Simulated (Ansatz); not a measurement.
Method: r2SCAN, no spin polarisation; PAW, plane waves to 500 eV, 4×5×5 Γ-centred mesh, fermi-dirac occupations (width 0.019 eV) (Ansatz 0.2.0), atoms fixed.

Computed maps in the lattice plane spanned by b (left to right, 5.70 Å, 17 points from zero) and c (bottom to top, 9.88 Å, 26 points from zero), 73° apart, at height 0.750 along a. The fields are smooth PAW ones with compensation charges, not the true ones near nuclei.

Valence density. Digits on a logarithmic scale: 0 up to 0.03 e/Å³, each further digit a factor of 1.6, 9 from 1.3 e/Å³ up:
```
41000012346899986
31000001134678875
21000000112355654
10000111100123332
00001121100001111
10001122100002332
52000111100025676
85200011100137999
98410000000147999
99620011111026999
98521233433214799
76422356665422367
33213467998642123
00013579999864200
00013569999975310
11123467999976432
33234567888876654
64446898777778997
86558999976679999
97668999996679999
98657999996579999
98655799986667999
76533457777777788
54322234567999766
42111123568999975
42000113457999986
```

ELF. Ten even steps from '0' (0.01) to '9' (0.88):
```
72000000136876899
71000000014789999
50000000001478998
10000000000024554
00000000000000000
00000000000000111
61000000000016898
97100000000039999
99600000000039987
99700001100018996
99700256765102899
98300588999820179
31003789999982002
00015888547997200
00015788402787310
10002588744786322
32100136887763333
33103664367533444
43216988623325666
53315832851335787
64322885871234677
54321488742432466
43320012236775334
33210001268878753
31100001368623886
51000001257611698
```

Q: The cell is KNbAu$_{2}$Se$_{4}$. Which atoms lie within 0.2 Å of this plane, and where (fractions of b and c)?

A: Nb at (0.39, 0.22), Se at (0.74, 0.01), K at (0.93, 0.63), Se at (0.54, 0.43), Au at (0.89, 0.22). The whole cell:
```yaml
crystal:
  lattice:
    - [-7.69901, 0.00000, 0.00000]
    - [0.00000, 0.00000, 5.70301]
    - [0.00000, 9.46188, 2.85150]
  atoms:
    - { symbol: Nb, position: [0.75000, 0.38882, 0.22198] }
    - { symbol: Nb, position: [0.25000, 0.61080, 0.77802] }
    - { symbol: Au, position: [0.00000, 0.47897, 0.00000] }
    - { symbol: Au, position: [0.50000, 0.47897, 0.00000] }
    - { symbol: Se, position: [0.75000, 0.74251, 0.00736] }
    - { symbol: Se, position: [0.25000, 0.74987, 0.99264] }
    - { symbol: K, position: [0.75000, 0.92936, 0.63428] }
    - { symbol: K, position: [0.25000, 0.56364, 0.36572] }
    - { symbol: Se, position: [0.75000, 0.53668, 0.42704] }
    - { symbol: Se, position: [0.25000, 0.96372, 0.57296] }
    - { symbol: Au, position: [0.75000, 0.89225, 0.21550] }
    - { symbol: Au, position: [0.25000, 0.10775, 0.78450] }
    - { symbol: Se, position: [0.00761, 0.14145, 0.21846] }
    - { symbol: Se, position: [0.99239, 0.35991, 0.78154] }
    - { symbol: Se, position: [0.49239, 0.14145, 0.21846] }
    - { symbol: Se, position: [0.50761, 0.35991, 0.78154] }
```

Origin: a known structure type with other elements, at an estimated volume, so it need not be a known compound. Caveats: atoms or cell far from equilibrium.
